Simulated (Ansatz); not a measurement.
The guess for ZnSe3 was made by a generator: random cell by space group and Wyckoff sites (I4/mmm, No. 139). Its size is a rough estimate.

```
CELL_PARAMETERS angstrom
-2.68532 2.68532 3.31132
2.68532 -2.68532 3.31132
2.68532 2.68532 -3.31132
ATOMIC_POSITIONS crystal
Zn 0.50000 0.50000 0.00000
Se 0.50000 0.00000 0.50000
Se 0.00000 0.50000 0.50000
Se 0.00000 0.00000 0.00000
```

The calculation used DFT PBE, scalar-relativistic, plane waves, PAW in Ansatz. Cutoff 420 eV, Gaussian smearing, Γ-centred meshes. Cell and atoms relax first on a coarse mesh and then on a finer one. In between, the cell is made exact in the group found at 0.06 Å. In metals the finer mesh still leaves noise of several meV/atom or more. The steps can't lower the symmetry of their start. No spin polarisation.

A guess keeps its type if space group and coordination stay and the shape of the cell changes little (axis ratios within about 15 %, angles within 6°); the volume may change.

Question: Does this structure survive the relaxation?

Answer: It doesn't keep its type. The symmetry goes from I4/mmm (No. 139) to Im-3m (No. 229). The volume per atom shrinks by 12.0 %, from 23.9 to 21.0 Å³. The shortest distance goes from 2.69 Å (Zn–Se and Se–Se) to 2.76 Å (Zn–Se and Se–Se). Counting neighbours within 15 % of an atom's shortest distance, the start has Se 4, Zn 4 and the end Se 6, Zn 6. In detail, at the end around Zn lie 6 Se at 2.76 Å; Se is surrounded by 2 Zn at 2.76 Å and 4 Se at 2.76 Å.

```yaml
crystal:
  lattice:
    - [-2.75930, 2.75930, 2.75930]
    - [2.75930, -2.75930, 2.75930]
    - [2.75930, 2.75930, -2.75930]
  atoms:
    - { symbol: Zn, position: [0.00000, 0.00000, 0.00000] }
    - { symbol: Se, position: [0.00000, 0.50000, 0.50000] }
    - { symbol: Se, position: [0.50000, 0.00000, 0.50000] }
    - { symbol: Se, position: [0.50000, 0.50000, 0.00000] }
```

The last run used a 12×12×12 mesh for its 4-atom cell and Gaussian smearing of 0.10 eV. The end has I4/mmm (No. 139) at a tolerance of 0.01 Å; the cell shown is made exact in the group found at 0.05 Å. A structure relaxed within its symmetry needn't be a true minimum.
